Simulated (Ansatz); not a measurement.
# Structures of Y2Si2Rh: which is lowest?

Plane-wave DFT in Ansatz with scalar-relativistic PAW potentials, cutoff 420 eV, Γ-centred meshes chosen by cell and gap, Gaussian smearing with energies taken to zero width. Every cell was relaxed (cell and atoms) in a run of its own, within the symmetry of its start. Functional: PBEsol.

Relaxed structures (starts from databases or built by putting these elements on another compound's sites):
A. I4/mmm, 5 atoms in the computed cell, a = 3.459 Å, c = 16.631 Å; sites (symmetry × multiplicity) Y 4mm × 4, Si -4m2 × 4, Rh 4/mmm × 2; start: built
B. P-3m1, 5 atoms in the computed cell, a = 3.977 Å, c = 7.690 Å; sites (symmetry × multiplicity) Y 3m. × 2, Si 3m. × 2, Rh -3m. × 1; start: built

Task: Rank them by energy. Could pressure change the order?

Result:
| structure | group | E − E(lowest) (meV/atom) | V (Å³/atom) | gap on mesh (eV) |
| --- | --- | --- | --- | --- |
| B | P-3m1 | 0.0 | 21.07 | 0.00 |
| A | I4/mmm | 311 | 19.90 | 0.00 |

B is lowest, 311 meV/atom under A. A is denser by 1.16 Å³/atom, so pressure favours it: ΔE/ΔV, with ΔE in eV and 1 eV/Å³ = 160.2 GPa, gives about 43 GPa for equal enthalpy if both cells were rigid; at such pressures compression changes ΔV much, so this is a scale only. Other structures may lie lower than all of these, and vibrations aren't counted.